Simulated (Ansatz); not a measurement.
SiB₂Os₂:
```cif
data_B4Os4Si2
_chemical_formula_sum 'Si2 Os4 B4'
_space_group_name_H-M_alt 'Cmmm'
_space_group_IT_number 65
_space_group_name_Hall '-C 2 2'
_cell_length_a 2.88764
_cell_length_b 12.99686
_cell_length_c 2.78683
_cell_angle_alpha 90.000
_cell_angle_beta 90.000
_cell_angle_gamma 90.000
loop_
_atom_site_label
_atom_site_type_symbol
_atom_site_symmetry_multiplicity
_atom_site_Wyckoff_symbol
_atom_site_fract_x
_atom_site_fract_y
_atom_site_fract_z
_atom_site_occupancy
Si1 Si 2 a 0.00000 0.00000 0.00000 1
Os1 Os 4 j 0.50000 0.13281 0.50000 1
B1 B 4 i 0.00000 0.21190 0.00000 1
```
(The calculation used a cell of 5 atoms; values per cell refer to that cell.)

Relaxed with PBEsol.

**Question.** Which orbitals make up the states near the Fermi level in DFT-PBEsol in the program Ansatz with PAW potentials?

**Answer.** Within 0.5 eV of the Fermi level: Os 5d 59 %, B 2p 15 %, Si 3p 11 %, Si 3s 5 %. Projections are on Löwdin-orthogonalised atomic valence shells; empty p or d shells of many metals are not among them.

**Question.** Tabulate the density of states.

**Answer.** States/eV per cell of 5 atoms, in 0.25 eV bins, energy from the Fermi level.

```tsv
E (eV)	total	Os 5d	B 2p	Si 3p
-7.85	1.78	0.69	0.63	0.20
-7.60	2.42	0.91	0.77	0.35
-7.35	2.28	0.94	0.82	0.25
-7.10	2.24	0.98	0.69	0.35
-6.85	2.28	1.03	0.66	0.36
-6.60	2.57	1.22	0.72	0.40
-6.35	2.48	1.25	0.65	0.39
-6.10	2.50	1.39	0.64	0.33
-5.85	2.97	1.76	0.65	0.41
-5.60	4.18	2.38	0.91	0.66
-5.35	3.10	1.69	0.74	0.53
-5.10	3.51	2.00	0.78	0.61
-4.85	2.38	1.26	0.57	0.44
-4.60	1.46	0.85	0.32	0.22
-4.35	2.15	1.56	0.32	0.18
-4.10	2.08	1.48	0.37	0.14
-3.85	2.27	1.60	0.42	0.14
-3.60	2.40	1.74	0.36	0.16
-3.35	3.09	2.37	0.34	0.21
-3.10	3.71	2.89	0.37	0.20
-2.85	3.29	2.53	0.35	0.18
-2.60	2.68	2.03	0.28	0.17
-2.35	2.50	1.87	0.24	0.17
-2.10	2.18	1.69	0.18	0.18
-1.85	2.17	1.72	0.16	0.16
-1.60	2.36	1.88	0.17	0.14
-1.35	2.31	1.84	0.16	0.10
-1.10	2.68	2.10	0.18	0.11
-0.85	1.95	1.45	0.16	0.12
-0.60	1.81	1.27	0.17	0.15
-0.35	1.99	1.28	0.22	0.20
-0.10	1.85	1.08	0.27	0.21
0.15	1.69	0.95	0.31	0.19
0.40	1.79	0.99	0.35	0.20
0.65	1.95	1.12	0.33	0.19
0.90	2.10	1.23	0.32	0.20
1.15	3.29	2.01	0.51	0.31
1.40	3.39	1.96	0.66	0.26
1.65	2.26	1.18	0.48	0.22
1.90	2.03	1.02	0.40	0.22
2.15	1.91	0.82	0.36	0.24
2.40	1.86	0.72	0.35	0.21
2.65	2.01	0.75	0.40	0.20
2.90	1.84	0.61	0.37	0.21
3.15	1.91	0.61	0.42	0.23
3.40	2.11	0.61	0.47	0.26
3.65	1.94	0.51	0.44	0.28
3.90	2.04	0.52	0.48	0.32
4.15	2.24	0.54	0.59	0.39
4.40	2.59	0.63	0.68	0.44
4.65	2.02	0.44	0.56	0.39
```

The start of the workflow was typed in or built on a structure type; neither database checked (COD, Materials Project) lists it. Its standing as an ambient phase is unchecked. The cell was relaxed with PBEsol under the symmetry of its start; whether a distortion lowers the energy is not shown. No spin polarisation was allowed. Scalar-relativistic: spin–orbit coupling is off unless named, which matters more the heavier the elements.

Potentials: the later of the program's two PAW sets.
